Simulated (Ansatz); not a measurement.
## TiO2: course of a relaxation

Level of theory: Ansatz, DFT r2SCAN, scalar-relativistic, plane waves, PAW. (500 eV cutoff, 8×8×8 k-mesh, Gaussian smearing of 0.02 eV, no spin polarisation)

What was changed: relaxed at -3 GPa.

Command:

```bash
ansatz run input.yaml --threads 1 --pin off --max-ram 2560MiB --backend cpu --events-out ev --progress --plain --runs-dir out
```

Input:

```yaml
crystal:
  lattice:
    - [-1.9068688533, 1.9068688533, 4.8371209744]
    - [1.9068688533, -1.9068688533, 4.8371209744]
    - [1.9068688533, 1.9068688533, -4.8371209744]
  atoms:
    - { symbol: Ti, position: [0.0, 0.0, 0.0] }
    - { symbol: Ti, position: [0.75, 0.25, 0.5] }
    - { symbol: O, position: [0.9572872213, 0.4572872213, 0.5] }
    - { symbol: O, position: [0.2072872213, 0.2072872213, 0.0] }
    - { symbol: O, position: [0.5427127787, 0.0427127787, 0.5] }
    - { symbol: O, position: [0.7927127787, 0.7927127787, 0.0] }
basis:
  ecutwfc: 500
kpoints:
  mp_grid: { grid: [8, 8, 8] }
hamiltonian:
  xc: r2scan
scf:
  occupations: { method: gaussian, width: 0.02 }
output:
  forces: true
  stress: true
  eigenvalues: true
relax:
  adjacent_minimum: "off"
  f_tol: 0.008
  max_steps: 50
  cell: { stress_tol: 0.08, p_target: -3.0 }
```

F is the free energy. Steps run on the plane waves of an earlier cell, but the last one, and at times one on the way, on a freshly chosen basis, so a repeated geometry can differ a little in energy. The relaxation lowers the enthalpy F + PV at the target pressure, so F itself can rise.

Steps:

```
step F − F(1) (eV) largest force component (eV/Å) V (Å³/atom) P (GPa)
   1         0.0000                           0.161       11.726    -6.07
   2        -0.0227                           0.055       11.620    -3.93
   3        -0.0289                           0.002       11.577    -2.94
   4        -0.0289                           0.003       11.577    -2.94
   5        -0.0280                           0.002       11.585    -3.02
   6        -0.0275                           0.002       11.585    -3.01
```

Relaxed structure:

```yaml
crystal:
  lattice:
    - [-1.89448, 1.89448, 4.84177]
    - [1.89448, -1.89448, 4.84177]
    - [1.89448, 1.89448, -4.84177]
  atoms:
    - { symbol: Ti, position: [0.00000, 0.00000, 0.00000] }
    - { symbol: Ti, position: [0.75000, 0.25000, 0.50000] }
    - { symbol: O, position: [0.95606, 0.45606, 0.50000] }
    - { symbol: O, position: [0.20606, 0.20606, 0.00000] }
    - { symbol: O, position: [0.54394, 0.04394, 0.50000] }
    - { symbol: O, position: [0.79394, 0.79394, 0.00000] }
```

The structure is tetragonal, space group I4_1/amd (No. 141). The conventional cell has a = 3.789 Å, b = 3.789 Å, c = 9.684 Å, α = 90.00°, β = 90.00°, γ = 90.00°. Ti (site symmetry -4m2) has 6 O at 1.94 to 2.00 Å as nearest neighbours. Around O (site symmetry 2mm) lie 3 Ti at 1.94 to 2.00 Å.

The run converged. Time: 89 s on 1 thread of Oxide Virtual Turin-like Processor (Zen 5), with other jobs on the host, peak memory 0.66 GiB.